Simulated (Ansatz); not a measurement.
According to plane-wave PAW PBE (Ansatz code), InSb in the NiAs type structure (P6_3/mmc) relaxes to a = 4.261 Å, c = 7.459 Å. In has 6 nearest neighbours from 3.09 Å (octahedral); Sb has 6 nearest neighbours from 3.09 Å (trigonal prismatic). Against the elements it lies at 0.044 eV/atom, with no fitted shifts.

Electronic character: metallic (no gap). Gap from PBE with spin–orbit coupling: none (metallic).

An equation-of-state fit gives a bulk modulus of 45.7 GPa.

The start of the workflow was typed in or built on a structure type; neither database checked (COD, Materials Project) lists it. It is not the phase usual at ambient conditions (space group No. 216). The PBE relaxation kept the symmetry of its start; whether a distortion lowers the energy is not shown. The references are the lowest solids computed at this level, not always the standard phases. Scalar-relativistic: spin–orbit coupling is off unless named, which matters more the heavier the elements.

Potentials: the later of the program's two PAW sets.
